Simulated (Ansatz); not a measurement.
CuI:
```xyz
4
Lattice="4.1870 0.0000 0.0000 -2.0935 3.6261 0.0000 0.0000 0.0000 6.8976" Properties=species:S:1:pos:R:3 pbc="T T T"
Cu     2.0935     1.2087     6.0267
Cu     0.0000     2.4174     2.5779
I      2.0935     1.2087     3.4575
I      0.0000     2.4174     0.0087
```

Tensor components refer to the Cartesian frame of this cell.

Give the proper piezoelectric stress tensor with relaxed ions from PBEsol in the plane-wave PAW code Ansatz.

In C/m², rows x, y, z, Voigt columns; mesh uncertainty up to 0.00.
```
 0.00   0.00   0.00   0.00   0.01   0.00
 0.00   0.00   0.00   0.01   0.00   0.00
 0.06   0.06  -0.05   0.00   0.00   0.00
```

The elastic tensor of the same run (GPa):

```
71.9  40.0  32.5   0.0   0.0   0.0
40.0  71.9  32.5   0.0   0.0   0.0
32.5  32.5  88.1   0.0   0.0   0.0
 0.0   0.0   0.0  13.8   0.0   0.0
 0.0   0.0   0.0   0.0  13.8   0.0
 0.0   0.0   0.0   0.0   0.0  16.0
```

Convert to strain constants d = e·S.

In pC/N:
```
 0.0   0.0   0.0   0.0   0.9   0.0
 0.0   0.0   0.0   0.9   0.0   0.0
 0.9   0.9  -1.2   0.0   0.0   0.0
```

Space group P6_3mc (wurtzite). The workflow started from a Materials Project entry (that database holds measured and hypothetical structures alike); the Crystallography Open Database files this formula in space group No. 186, but the cells were not matched. It is not the phase usual at ambient conditions (space group No. 216). The cell was relaxed with PBEsol under the symmetry of its start; whether a distortion lowers the energy is not shown. No spin polarisation was allowed. Scalar-relativistic: spin–orbit coupling is off unless named, which matters more the heavier the elements.

Potentials: the later of the program's two PAW sets.
